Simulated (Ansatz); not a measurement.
## TiC: energy along a strain

TiC, Fm-3m, a = 4.328 Å (as given, not relaxed at this level: 0.0 GPa). Ansatz: r2SCAN, PAW, 500 eV, Γ-centred 18×18×18 mesh on 2 atoms, Gaussian smearing 0.15 eV; no spin polarisation. Cell vectors (Å): 0.000 2.164 2.164; 2.164 0.000 2.164; 2.164 2.164 0.000. The cell is strained by x per cent times the pattern (0 0 0 0 0 1) in the order xx yy zz yz xz xy (engineering shears), with fractional coordinates held. y is the free energy over the start, V0 = 10.134 Å³/atom. Symmetry makes y even in x. Points with a strain past 8.5 % were computed too (4) and aren't used here.

```
x (%) y (meV/atom)
-7.50         33.31
 0.00          0.00
 1.87          2.06
 3.75          8.31
 5.62             ?
```

Question: Fit y = c2 x² + c4 x⁴ to the other rows, get the stiffness along the pattern, and predict the missing energy.

Answer: Least squares on the rows shown. y = 0.59037 x² + 3.2084×10⁻⁵ x⁴. The clamped-ion stiffness p·C·p = 2 × 5.904 eV × 160.2 / 10.134 Å³ = 187 GPa, which is C66 in these axes (C44 of the cubic crystal). At x = 5.62 the fit asked for gives 18.68 meV/atom. The run gave 18.70 meV/atom, so the fit is 0.02 meV/atom too low, a small miss on the scale of the series.